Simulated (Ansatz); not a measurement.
MoHS$_{2}$ in space group P6_3mc (No. 186; S on 2b, Mo on 2b, S on 2b, H on 2b) at seven volumes, plane-wave PAW r²SCAN+D4 (Ansatz code), shape and atoms relaxed at each. One row is withheld.

| V (Å³/atom) | P (GPa) |
|---|---|
| 13.348 | ? |
| 13.788 | 3.89 |
| 14.228 | 1.71 |
| 14.668 | 0.00 |
| 15.108 | -1.36 |
| 15.549 | -2.34 |
| 15.989 | -2.97 |

Q: Fit the shown pressures and predict the withheld one.

A: P = (3/2)B₀(x^(7/2) − x^(5/2))[1 + (3/4)(B′ − 4)(x − 1)] with x = (V₀/V)^(2/3). Least squares on the six rows gives V₀ = 14.659 Å³/atom, B₀ = 49.9 GPa, B′ = 8.17. At V = 13.348, x = 1.0645 and P = 6.78 GPa. The run itself gave 6.74 GPa.

The cell is a constructed one: a structure type filled with these elements; neither database checked (COD, Materials Project) lists it. Its standing as an ambient phase is unchecked. Symmetry was held in the r²SCAN+D4 relaxation; its stability against distortions is not shown here. The run is not spin-polarised.

Potentials: the later of the program's two PAW sets.
